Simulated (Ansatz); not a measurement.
Consider the following.

Bi2Pt:
```
Bi2Pt
1.0
    6.72112     0.00000     0.00000
    0.00000     6.72112     0.00000
    0.00000     0.00000     6.72112
Bi Pt
8 4
Direct
  0.37008   0.37008   0.37008
  0.62992   0.62992   0.62992
  0.12992   0.62992   0.87008
  0.87008   0.37008   0.12992
  0.87008   0.12992   0.62992
  0.12992   0.87008   0.37008
  0.62992   0.87008   0.12992
  0.37008   0.12992   0.87008
  0.00000   0.00000   0.00000
  0.50000   0.00000   0.50000
  0.50000   0.50000   0.00000
  0.00000   0.50000   0.50000
```

This is the PBEsol-relaxed structure.

Q: All from PBEsol in the plane-wave PAW code Ansatz, unless another level is named. Estimate the Poisson's ratio.

A: 0.36.

Q: Give the elastic constants (relaxed ions, GPa).

A: C11 = 154, C12 = 65.8, C44 = 23.4.

Space group Pa-3. The first step of the workflow began from a Materials Project structure, measured or hypothetical; the Crystallography Open Database files this formula in space group No. 205, but the cells were not matched. Whether it is the stable phase at ambient conditions was not checked. The cell was relaxed with PBEsol under the symmetry of its start; its stability against distortions is not shown here. The run is not spin-polarised. As this level gives no gap, shear constants depend on the k-mesh and smearing (Fermi–Dirac, 0.1 eV here). Scalar-relativistic: spin–orbit coupling is off unless named, which matters more the heavier the elements.

Potentials: the later of the program's two PAW sets.
